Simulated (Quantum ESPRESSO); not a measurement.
```cif
data_CaO6V2
_chemical_formula_sum 'O6 Ca1 V2'
_space_group_name_H-M_alt 'P 1'
_space_group_IT_number 1
_cell_length_a 5.34624
_cell_length_b 5.34624
_cell_length_c 7.13805
_cell_angle_alpha 103.191
_cell_angle_beta 103.191
_cell_angle_gamma 39.844
loop_
_space_group_symop_operation_xyz
  'x, y, z'
loop_
_atom_site_label
_atom_site_type_symbol
_atom_site_fract_x
_atom_site_fract_y
_atom_site_fract_z
_atom_site_occupancy
O1 O 0.75015 0.75015 0.60224 1
O2 O 0.24985 0.24985 0.39776 1
O3 O 0.35669 0.35669 0.87689 1
O4 O 0.64331 0.64331 0.12311 1
O5 O 0.08318 0.08318 0.72297 1
O6 O 0.91682 0.91682 0.27703 1
Ca1 Ca 0.00000 0.00000 0.00000 1
V1 V 0.23271 0.23271 0.66953 1
V2 V 0.76729 0.76729 0.33047 1
```

The geometry is that of Materials Project entry mp-27624, symmetrised and not relaxed again.

Question: What does PBEsol (pw.x of Quantum ESPRESSO, ONCV potentials, without SOC) give for the electronic structure near the Fermi level?

Answer: The PBEsol gap is direct, 2.76 eV at Y. Another conduction extremum on the path lies within 0.02 eV, too close to call. The 3d shell has no Hubbard U; the runs are without spin polarisation, and magnetic order was not tried.

The structure is a Materials Project entry; no match was found in the copy of COD used, and its stability was not checked.
